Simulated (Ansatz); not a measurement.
Given:

SnO₂:
```yaml
crystal:
  lattice:
    - [-1.99404, 1.99404, 5.10369]
    - [1.99404, -1.99404, 5.10369]
    - [1.99404, 1.99404, -5.10369]
  atoms:
    - { symbol: Sn, position: [0.50000, 0.50000, 0.00000] }
    - { symbol: Sn, position: [0.25000, 0.75000, 0.50000] }
    - { symbol: O, position: [0.29704, 0.29704, 0.00000] }
    - { symbol: O, position: [0.04704, 0.54704, 0.50000] }
    - { symbol: O, position: [0.45296, 0.95296, 0.50000] }
    - { symbol: O, position: [0.70296, 0.70296, 0.00000] }
```

This is the HSE06-relaxed structure.

Q: All from HSE06 in the plane-wave PAW code Ansatz, unless another level is named. Give the band gap.

A: 3.47 eV (indirect).

Q: Predict the smallest direct gap on the standard path.

A: 3.94 eV.

Q: Predict the valence-band maximum.

A: at P.

Q: And the conduction-band minimum?

A: at Γ.

Space group I4_1/amd (anatase). A made-up cell: these elements were put on the sites of a structure type; the Crystallography Open Database copy checked does not list it. It is not the phase usual at ambient conditions (space group No. 136). Symmetry was held in the HSE06 relaxation; whether a distortion lowers the energy is not shown. The hybrid was solved on a coarse mesh, the path and, where they were found, the r²SCAN edge points; its band edges are the extreme levels among these. Scalar-relativistic: spin–orbit coupling is off unless named, which matters more the heavier the elements.

Potentials: the later of the program's two PAW sets.
